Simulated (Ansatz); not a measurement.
KCaCl3: from a starting cell to a relaxed one

The start is a generated trial cell of KCaCl3 in the GdFeO3 structure type. The structure is fully relaxed (lattice and positions, P = 0) with PBEsol (plane waves to 420 eV, PAW, scalar-relativistic; Ansatz, a first-principles code). The first steps use a coarse 3×2×3 k-mesh.

Input geometry:
```
KCaCl3
1.0
    7.44313     0.00000     0.00000
    0.00000    10.50225     0.00000
    0.00000     0.00000     7.41829
K Ca Cl
4 4 12
Direct
  0.48770   0.25000   0.99160
  0.98770   0.25000   0.50840
  0.51230   0.75000   0.00840
  0.01230   0.75000   0.49160
  0.00000   0.00000   0.00000
  0.50000   0.50000   0.50000
  0.00000   0.50000   0.00000
  0.50000   0.00000   0.50000
  0.03130   0.25000   0.05860
  0.53130   0.25000   0.44140
  0.96870   0.75000   0.94140
  0.46870   0.75000   0.55860
  0.28800   0.53700   0.21300
  0.78800   0.96300   0.28700
  0.71200   0.03700   0.78700
  0.21200   0.46300   0.71300
  0.71200   0.46300   0.78700
  0.21200   0.03700   0.71300
  0.28800   0.96300   0.21300
  0.78800   0.53700   0.28700
```

Question: How much energy is released per atom?

Answer: 0.019 eV/atom.

Question: How does the volume per atom move from start to end?

Answer: -3.9 %, from 28.99 to 27.87 Å³/atom.

Question: How do the shortest distances between atoms change?

Answer: The closest pairs of elements (up to four, under 3.6 Å), start → end: Ca–Cl 2.67 → 2.70 Å; Cl–K 3.18 → 3.10 Å.

Question: What band gap does the relaxed structure have at this level?

Answer: 5.57 eV, direct at Γ (no spin-orbit coupling).

The space group stays Pnma (No. 62) (the run could not lower it); the end is AFLOW prototype AB3C_oP20_62_c_cd_a (as in CaTiO3), with 20 atoms in the primitive cell. Final values are on a 4×3×4 k-mesh of the relaxed cell. No spin polarisation in the result.

The run could not lose the symmetry of its start.

The first start was generated by placing the elements on the sites of a structure type. Materials Project lists a structure of KCaCl3 in the same space group, Pnma (No. 62); the sites were not compared with it, nor with measured phases.
